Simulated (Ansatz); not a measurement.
Al$_{2}$Cu:
Space group I4/mcm (No. 140); a = b = 6.0511 Å, c = 4.8868 Å, α = β = γ = 90.00°

| atom | site | symmetry | x | y | z |
|---|---|---|---|---|---|
| Cu | 4a | 422 | 0.0000 | 0.0000 | 0.2500 |
| Al | 8h | m.2m | 0.1586 | 0.3414 | 0.0000 |
(The calculation used a cell of 6 atoms; values per cell refer to that cell.)

Relaxed at zero pressure with PBE (plane waves, PAW; program Ansatz).

### Question
The volume is raised by 9 % and shape and atoms relax at that volume. What pressure results, and how do the axes share the change?

### Answer
-7.0 GPa; a 2.8 %, b 2.8 %, c 3.2 %; the energy rises by 32 meV/atom.

### Question
Give the new structure.

### Answer

Space group I4/mcm (No. 140); a = b = 6.2197 Å, c = 5.0418 Å, α = β = γ = 90.00°

```tsv
atom	site	symmetry	x	y	z
Cu	4a	422	0.0000	0.0000	0.2500
Al	8h	m.2m	0.1595	0.3405	0.0000
```

The phase is kept; no other phase was compared at this pressure.

The cell was relaxed with PBE under the symmetry of its start. The run is not spin-polarised. Axis ratios of metals converge slowly with the k-mesh, so a and c are less sure than the volume.

Potentials: the earlier of the program's two PAW sets.
